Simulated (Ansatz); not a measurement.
A distorted cell of TiC (rock salt):

```
CELL_PARAMETERS angstrom
      0.00000     2.07241     2.07241
      2.07241     0.00000     2.07241
      2.07241     2.07241     0.00000
ATOMIC_POSITIONS crystal
  C  0.00000 0.00000 0.00000
  Ti 0.50000 0.50000 0.50000
```

The numbers are results of PBEsol (plane waves to 420 eV, PAW, scalar-relativistic; Ansatz, a program for electronic structure), not measurements. k mesh 19×19×19 (Γ-centred), Fermi-Dirac smearing 0.05 eV. The energy includes the smearing's −TS. Stress and pressure are positive under compression. The PAW data are Ansatz's earlier set. TiC is run without spin polarisation. TiC was relaxed with its symmetry unable to fall.

### Question
What is the stress tensor (GPa)?

### Answer
```
   34.8      0.0      0.0
    0.0     34.8      0.0
    0.0      0.0     34.8
```
The pressure, a third of the trace, is 34.8 GPa.

### Question
It is the relaxed cell scaled evenly to V/V₀ = 0.900, atoms relaxed where free. What is its energy relative to the relaxed cell?

### Answer
98 meV/atom.

(Under strain, the slope of the energy per volume gives the stress and its curvature an elastic modulus.)
